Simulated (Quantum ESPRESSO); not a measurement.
```
CELL_PARAMETERS angstrom
      4.13024     0.00000     0.00000
     -2.06512     3.57689     0.00000
      0.00000     0.00000    16.30000
ATOMIC_POSITIONS crystal
  Mg 0.00000 0.00000 0.00000
  I  0.33333 0.66667 0.10225
  I  0.66667 0.33333 0.89775
```

The layer was cut from Materials Project entry mp-23205 and relaxed with PBEsol in a cell 16.3 Å high, with the Coulomb interaction truncated along z.

What does PBEsol (pw.x of Quantum ESPRESSO, ONCV potentials, with spin-orbit coupling) give for the electronic structure near the Fermi level?

The PBEsol gap is indirect, 3.26 eV, from Γ to M; the smallest direct gap is 3.74 eV. The valence-band maximum lies 6.00 eV below the vacuum level. 

This is a model layer cut from the bulk structure; whether it is stable on its own was not checked.
